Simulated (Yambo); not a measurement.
BSE-type run in Yambo on SiO2 (space group P6_322, No. 182), at zero momentum.

Quantum ESPRESSO step (PBEsol, PseudoDojo standard norm-conserving files, scalar-relativistic):
```
&CONTROL
  calculation = 'nscf'
  pseudo_dir = './pseudo'
  outdir = './out'
/
&SYSTEM
  ibrav = 0
  nat = 12
  ntyp = 2
  ecutwfc = 84.0
  ecutrho = 336.0
  occupations = 'fixed'
  force_symmorphic = .true.
  nbnd = 106
/
&ELECTRONS
  conv_thr = 1.2000000000000002e-08
  diago_full_acc = .true.
  diago_thr_init = 1e-08
/
ATOMIC_SPECIES
O 15.9990 O.upf
Si 28.0850 Si.upf
CELL_PARAMETERS angstrom
  5.069069830000   0.000000000000   0.000000000000
 -2.534534915000   4.389943246000   0.000000000000
  0.000000000000   0.000000000000   8.558490000000
ATOMIC_POSITIONS crystal
O   0.000000000000   0.421260500000   0.000000000000
O   0.578739500000   0.000000000000   0.500000000000
O   0.578739500000   0.578739500000   0.000000000000
O   0.000000000000   0.578739500000   0.500000000000
O   0.421260500000   0.000000000000   0.000000000000
O   0.421260500000   0.421260500000   0.500000000000
O   0.666666667000   0.333333333000   0.750000000000
O   0.333333333000   0.666666667000   0.250000000000
Si   0.666666667000   0.333333333000   0.937130000000
Si   0.333333333000   0.666666667000   0.437130000000
Si   0.666666667000   0.333333333000   0.562870000000
Si   0.333333333000   0.666666667000   0.062870000000
K_POINTS automatic
6 6 2 0 0 0
```

Yambo input:
```
rim_cut
optics
bse
bss
dipoles
RandQpts= 1000000
RandGvec= 1 Ry
FFTGvecs= 40 Ry
BSKmod= "HF"
BSEmod= "resonant"
BSSmod= "hs"
BSENGexx= 15 Ry
BSENGBlk= 3 Ry
% KfnQP_E
 9.847 | 1.0 | 1.0 |
%
% BSEQptR
 1 | 1 |
%
% BSEBands
 17 | 39 |
%
% BEnRange
 0.0 | 20.7 | eV
%
% BDmRange
 0.15 | 0.15 | eV
%
BEnSteps= 414
% BLongDir
 1.0 | 0.0 | 0.0 |
%
BSHayTrs= -0.02
BSSNEig= 24
WRbsWF
```

From the report:

The dimension is k points × valence × conduction bands = 72 × 16 × 7 = 8064.
```
  [SLEPC] Approach                          : Krylov-Schur
  [SLEPC] Number of requested eigenvalues   :  24
  [SLEPC] Number of eigenvalues        [NEV]:  24
   [K] Dimension                                    :   8064
   [K] Bands                                        :   17   39
   [K] Exchange res                                 : yes
   [K] Correlation res                              : yes
   [K] W interaction is bare                        : yes
   [K] RL vectors exchange                          :  1287
   [K] RL vectors correlation                       :  135
   [W] Matrix size                                  :  135
```
Lowest eigenvalues (eV; in brackets the number of states within 2 meV): 11.54 (1), 11.54 (1), 11.89 (1), 11.92 (1), 12.00 (1), 12.00 (1). They depend on the mesh, which isn't converged, and on the G0W0 scissor.

Geometry of the Materials Project entry, not relaxed at this level.

This is not the ordinary phase of the substance; no match was found in the copy of COD used, and its stability was not checked.
